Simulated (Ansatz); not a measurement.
Starting cell, PbS (rock salt):

```
PbS
1.0
    0.00000     5.97499     5.97499
    2.98749     2.98749     5.97499
    2.98749     2.98749     0.00000
S Pb
2 2
Cartesian
  0.00000   0.00000   0.00000
  2.98749   5.97499   2.98749
  2.98749   2.98749   2.98749
  2.98749   5.97499   5.97499
```

The atoms are displaced by Q × the pattern below (from a DFPT mode at X = (0.5, 0.5, 0.0), largest move 1; Q in Å), at fixed cell. It is one choice among 2 degenerate patterns. (q is in reciprocal vectors of the primitive cell; the cell shown is doubled to hold the pattern.)

```
atom      x       y      z
----  -----  ------  -----
S1    0.000  -0.225  0.000
S2    0.000   0.225  0.000
Pb3   0.000  -1.000  0.000
Pb4   0.000   1.000  0.000
```

Method: r2SCAN (plane waves to 500 eV, PAW, scalar-relativistic; Ansatz, an electronic-structure program). k mesh 10×10×10 (Γ-centred), Fermi-Dirac smearing 0.05 eV. PbS was relaxed with its symmetry unable to fall. Spin-orbit coupling is left out, though Pb is heavy. The PAW data are Ansatz's earlier set. 

| Q (Å) | −dE/dQ from forces (eV/Å) |
|---|---|
| -0.180 | 0.699 |
| -0.150 | 0.503 |
| -0.120 | 0.349 |
| -0.090 | 0.231 |
| -0.060 | 0.139 |
| -0.030 | 0.065 |
| 0.000 | 0.000 |
| 0.030 | -0.065 |
| 0.060 | -0.139 |
| 0.090 | -0.231 |
| 0.120 | -0.349 |
| 0.150 | -0.503 |
| 0.180 | -0.699 |

What harmonic wavenumber does the curvature at Q = 0 give?

37 cm⁻¹. E″ = 2.11 eV/Å², M = Σ mᵢ|uᵢ|² = 417.6 u, ν̃ = 521.5·√(|E″|/M).

(For displaced atoms, the force is minus the slope of the energy, and its curvature is a force constant, which sets phonon frequencies.)
